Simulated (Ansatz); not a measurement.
The numbers come from plane-wave PAW DFT (Ansatz): PBE, no spin polarisation, 420 eV, 7×7×6 Γ-centred k points, gaussian occupations (width 0.171 eV). Nothing was relaxed.

Computed maps in the lattice plane spanned by a (left to right, 6.12 Å, 19 points from zero) and b (bottom to top, 6.12 Å, 19 points from zero), 60° apart, at height 0.750 along c. The fields are smooth PAW ones with compensation charges, not the true ones near nuclei.

Valence density. Digits on a logarithmic scale: 0 up to 0.03 e/Å³, each further digit a factor of 1.6, 9 from 1.3 e/Å³ up:
```
4445678765556787654
4445699997667999965
5445699999666999996
5444579999766799997
6444468999866689998
6543456799765567997
5544445567666566676
5555555555666666665
5557777555566787665
5568999865557999975
5568999986556999996
5558999998555799997
6557999999755689998
6545799999754567997
5444579999754445666
5443457888754344555
4444445566554444444
4444455555555544444
4445566555555665544
```

The cell is LaBeGe₃. Which atoms lie within 0.2 Å of this plane, and where (fractions of a and b)?

La at (0.33, 0.33), Ge at (0.81, 0.39), Ge at (0.81, 0.81), Ge at (0.39, 0.81). The whole cell:
```yaml
crystal:
  lattice:
    - [3.05985, 5.29980, 0.00000]
    - [-3.05985, 5.29980, 0.00000]
    - [0.00000, 0.00000, 5.69095]
  atoms:
    - { symbol: La, position: [0.33330, 0.33340, 0.75000] }
    - { symbol: La, position: [0.66660, 0.66670, 0.25000] }
    - { symbol: Be, position: [0.00000, 0.00000, 0.00000] }
    - { symbol: Be, position: [0.00000, 0.00000, 0.50000] }
    - { symbol: Ge, position: [0.19335, 0.19335, 0.25000] }
    - { symbol: Ge, position: [0.80665, 0.38670, 0.75000] }
    - { symbol: Ge, position: [0.61330, 0.19335, 0.25000] }
    - { symbol: Ge, position: [0.80665, 0.80665, 0.75000] }
    - { symbol: Ge, position: [0.19335, 0.61330, 0.25000] }
    - { symbol: Ge, position: [0.38670, 0.80665, 0.75000] }
```

Origin: a known structure type with other elements, at an estimated volume, so it need not be a known compound. Caveats: wide smearing; f levels without a U or exact exchange are poorly placed.
